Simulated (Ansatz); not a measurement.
BaO:
```xyz
2
Lattice="0.0000 2.7451 2.7451 2.7451 0.0000 2.7451 2.7451 2.7451 0.0000" Properties=species:S:1:pos:R:3 pbc="T T T"
Ba     0.0000     0.0000     0.0000
O      2.7451     2.7451     2.7451
```

This is the PBEsol-relaxed structure.

Q: All from PBEsol in the plane-wave PAW code Ansatz, unless another level is named. Estimate the Born charges (a third of the trace).

A: Ba +2.78, O -2.78 e.

Q: What about the electronic dielectric constant ε∞ (DFPT)?

A: 4.28.

Space group Fm-3m (rock salt). The cell was relaxed with PBEsol under the symmetry of its start. Scalar-relativistic: spin–orbit coupling is off unless named, which matters more the heavier the elements.

Potentials: the earlier of the program's two PAW sets. The files were generated under PBE; for other functionals the program regenerates the frozen cores, and for LDA and PBEsol the local potential too.
